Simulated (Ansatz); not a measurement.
MgS (rock salt, Fm-3m), a = 5.230 Å, b = 5.230 Å, c = 5.230 Å, α = 90.00°, β = 90.00°, γ = 90.00°; the cell used has 2 atoms.

Relaxed with PBE.

Which orbitals make up the states near the band edges in DFT-PBE in the program Ansatz with PAW potentials?

Top 1 eV of the valence band: S 3p 97 %. Bottom 1 eV of the conduction band: Mg 3s 75 %, S 3p 7 %, outside the projected shells 14 %. Projections are on Löwdin-orthogonalised atomic valence shells; empty p or d shells of many metals are not among them.

Tabulate the density of states.

States/eV per cell of 2 atoms, in 0.25 eV bins, energy from the valence-band maximum.

```tsv
E (eV)	total	S 3p	Mg 3s	S 3s
-7.85	0.00	0.00	0.00	0.00
-7.60	0.00	0.00	0.00	0.00
-7.35	0.00	0.00	0.00	0.00
-7.10	0.00	0.00	0.00	0.00
-6.85	0.00	0.00	0.00	0.00
-6.60	0.00	0.00	0.00	0.00
-6.35	0.00	0.00	0.00	0.00
-6.10	0.00	0.00	0.00	0.00
-5.85	0.00	0.00	0.00	0.00
-5.60	0.00	0.00	0.00	0.00
-5.35	0.00	0.00	0.00	0.00
-5.10	0.00	0.00	0.00	0.00
-4.85	0.00	0.00	0.00	0.00
-4.60	0.26	0.19	0.07	0.00
-4.35	0.57	0.43	0.13	0.01
-4.10	0.96	0.75	0.18	0.02
-3.85	2.33	1.95	0.30	0.05
-3.60	1.70	1.41	0.21	0.06
-3.35	0.63	0.50	0.08	0.04
-3.10	0.66	0.54	0.07	0.04
-2.85	0.91	0.80	0.06	0.03
-2.60	0.97	0.86	0.05	0.03
-2.35	1.00	0.91	0.04	0.02
-2.10	1.15	1.04	0.05	0.02
-1.85	1.43	1.31	0.06	0.01
-1.60	1.94	1.82	0.05	0.01
-1.35	1.99	1.89	0.03	0.01
-1.10	2.02	1.93	0.02	0.01
-0.85	2.07	2.00	0.01	0.00
-0.60	1.91	1.86	0.00	0.00
-0.35	1.06	1.04	0.00	0.00
-0.10	0.44	0.43	0.00	0.00
0.15	0.00	0.00	0.00	0.00
0.40	0.00	0.00	0.00	0.00
0.65	0.00	0.00	0.00	0.00
0.90	0.00	0.00	0.00	0.00
1.15	0.00	0.00	0.00	0.00
1.40	0.00	0.00	0.00	0.00
1.65	0.00	0.00	0.00	0.00
1.90	0.00	0.00	0.00	0.00
2.15	0.00	0.00	0.00	0.00
2.40	0.00	0.00	0.00	0.00
2.65	0.00	0.00	0.00	0.00
2.90	0.04	0.00	0.03	0.00
3.15	0.11	0.01	0.09	0.01
3.40	0.18	0.01	0.13	0.01
3.65	0.24	0.02	0.17	0.01
3.90	0.33	0.03	0.21	0.02
4.15	0.42	0.04	0.25	0.02
4.40	0.53	0.06	0.28	0.03
4.65	0.82	0.08	0.33	0.04
4.90	1.32	0.12	0.45	0.06
5.15	1.99	0.19	0.63	0.08
5.40	1.75	0.16	0.47	0.09
5.65	0.83	0.05	0.14	0.03
5.90	0.63	0.04	0.08	0.02
6.15	0.84	0.04	0.09	0.01
6.40	1.71	0.08	0.14	0.01
6.65	1.50	0.07	0.13	0.01
6.90	1.25	0.06	0.13	0.01
7.15	1.29	0.05	0.10	0.01
7.40	1.47	0.05	0.09	0.01
7.65	1.66	0.06	0.09	0.02
```

Symmetry was held in the PBE relaxation.

Potentials: the later of the program's two PAW sets.
